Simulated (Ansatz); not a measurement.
Relaxed-ion elastic tensor of IrC in space group P-6m2 (No. 187; Ir on 1a, C on 1d) in GPa (Voigt order), PBEsol (plane waves, PAW; program Ansatz); density 16.29 g/cm³, 10.41 Å³ per atom.

```tsv
	1	2	3	4	5	6
1	459	322	212	0.0	0.0	0.0
2	322	459	212	0.0	0.0	0.0
3	212	212	834	0.0	0.0	0.0
4	0.0	0.0	0.0	74.0	0.0	0.0
5	0.0	0.0	0.0	0.0	74.0	0.0
6	0.0	0.0	0.0	0.0	0.0	68.4
```

Is the crystal mechanically stable?

Yes: the smallest eigenvalue of C is 68.4 GPa.

Work out the Voigt, Reuss and Hill averages.

K_V = 361, K_R = 351, K_H = 356; G_V = 110, G_R = 83.2, G_H = 96.8 GPa.

Give Young's modulus, Poisson's ratio, Pugh's ratio and the universal anisotropy index.

E = 9KG/(3K + G) = 266 GPa; ν = 0.38; K/G = 3.68 (ductile by the Pugh limit of 1.75); A_U = 5G_V/G_R + K_V/K_R − 6 = 1.66.

Estimate the sound speeds and the Debye temperature.

v_l = √((K + 4G/3)/ρ) = 5460 m/s, v_t = √(G/ρ) = 2440 m/s, mean 2750 m/s; Θ = (h/k)(3n/4πV)^(1/3) v_m = 375 K.

Solve the Christoffel equation for the three sound speeds along x, y, z.

Eigenvalues of C_ijkl n_j n_l equal ρv². In km/s, slowest first: x 2.05, 2.13, 5.31; y 2.05, 2.13, 5.31; z 2.13, 2.13, 7.16.

How much does each axis shrink under pressure?

Linear compressibilities β_i = Σ_j S_ij (j = 1 to 3): x 1.1, y 1.1, z 0.64 per TPa.

The start of the workflow was typed in or built on a structure type; neither database checked (COD, Materials Project) lists it. Whether it is the stable phase at ambient conditions was not checked. Symmetry was held in the PBEsol relaxation. At this level the phase is dynamically unstable (imaginary phonons). The run is not spin-polarised. Its formation energy is positive at this level, so the cell may be metastable or incomplete. As this level gives no gap, shear constants depend on the k-mesh and smearing (Fermi–Dirac, 0.1 eV here). On the denser mesh and wider smearing of the elastic run this cell carries a stress of 0.8 GPa. Scalar-relativistic: spin–orbit coupling is off unless named, which matters more the heavier the elements.

Potentials: the earlier of the program's two PAW sets. The files were generated under PBE; for other functionals the program regenerates the frozen cores, and for LDA and PBEsol the local potential too.
